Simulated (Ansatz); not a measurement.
## Tc (hcp)

Level of theory: DFT, PBE with spin–orbit coupling, two-component spinors; plane waves to 600 eV with PAW datasets (Ansatz 0.2.0), 18×18×10 k-mesh, Gaussian smearing of 0.05 eV. The datasets are Ansatz's generated set soft_2.

```yaml
crystal:
  lattice:
    - [2.75265, 0.00000, 0.00000]
    - [-1.37633, 2.38386, 0.00000]
    - [0.00000, 0.00000, 4.40091]
  atoms:
    - { symbol: Tc, position: [0.33333, 0.66667, 0.75000] }
    - { symbol: Tc, position: [0.66667, 0.33333, 0.25000] }
```

Which orbitals carry the states at the Fermi level, and how many states are there?

Within 0.1 eV of it: Tc 4d 93 % (shares among the projected shells). The density of states at the Fermi level is about 1.9 states/eV per cell, averaged over 0.3 eV.

Density of states (tetrahedra, averaged over 0.3 eV; states/eV per cell of 2 atoms; energy in eV from the Fermi level):

```json
{"E (eV)": "-7.30", "DOS": "0.01"}
{"E (eV)": "-7.00", "DOS": "0.06"}
{"E (eV)": "-6.70", "DOS": "0.09"}
{"E (eV)": "-6.40", "DOS": "0.13"}
{"E (eV)": "-6.10", "DOS": "0.17"}
{"E (eV)": "-5.80", "DOS": "0.21"}
{"E (eV)": "-5.50", "DOS": "0.42"}
{"E (eV)": "-5.20", "DOS": "1.62"}
{"E (eV)": "-4.90", "DOS": "2.57"}
{"E (eV)": "-4.60", "DOS": "3.09"}
{"E (eV)": "-4.30", "DOS": "2.67"}
{"E (eV)": "-4.00", "DOS": "2.11"}
{"E (eV)": "-3.70", "DOS": "2.18"}
{"E (eV)": "-3.40", "DOS": "2.79"}
{"E (eV)": "-3.10", "DOS": "2.25"}
{"E (eV)": "-2.80", "DOS": "2.81"}
{"E (eV)": "-2.50", "DOS": "1.92"}
{"E (eV)": "-2.20", "DOS": "1.35"}
{"E (eV)": "-1.90", "DOS": "3.53"}
{"E (eV)": "-1.60", "DOS": "2.84"}
{"E (eV)": "-1.30", "DOS": "2.78"}
{"E (eV)": "-1.00", "DOS": "3.11"}
{"E (eV)": "-0.70", "DOS": "3.06"}
{"E (eV)": "-0.40", "DOS": "2.98"}
{"E (eV)": "-0.10", "DOS": "2.18"}
{"E (eV)": "0.20", "DOS": "1.84"}
{"E (eV)": "0.50", "DOS": "1.69"}
{"E (eV)": "0.80", "DOS": "1.60"}
{"E (eV)": "1.10", "DOS": "1.49"}
{"E (eV)": "1.40", "DOS": "1.46"}
{"E (eV)": "1.70", "DOS": "1.55"}
{"E (eV)": "2.00", "DOS": "1.97"}
```
